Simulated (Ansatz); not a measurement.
LaH3 in space group Fm-3m (No. 225; La on 4a, H on 4b, H on 8c) at seven volumes, plane-wave PAW r²SCAN (Ansatz code), scaled uniformly. One row is withheld.

```
V (Å³/atom)  P (GPa)
-----------  -------
9.844           9.11
10.169          5.62
10.493             ?
10.818         -0.02
11.142         -2.29
11.467         -4.25
11.791         -5.96
```

Fit the shown pressures and predict the withheld one.

P = (3/2)B₀(x^(7/2) − x^(5/2))[1 + (3/4)(B′ − 4)(x − 1)] with x = (V₀/V)^(2/3). Least squares on the six rows gives V₀ = 10.815 Å³/atom, B₀ = 81.2 GPa, B′ = 3.76. At V = 10.493, x = 1.0204 and P = 2.60 GPa. The run itself gave 2.59 GPa.

The workflow started from a Materials Project entry (that database holds measured and hypothetical structures alike); the Crystallography Open Database copy checked does not list it. Whether it is the stable phase at ambient conditions was not checked. The cell was relaxed with r²SCAN under the symmetry of its start. At this level the phase is dynamically unstable (imaginary phonons). Scalar-relativistic: spin–orbit coupling is off unless named, which matters more the heavier the elements.

Potentials: the later of the program's two PAW sets.
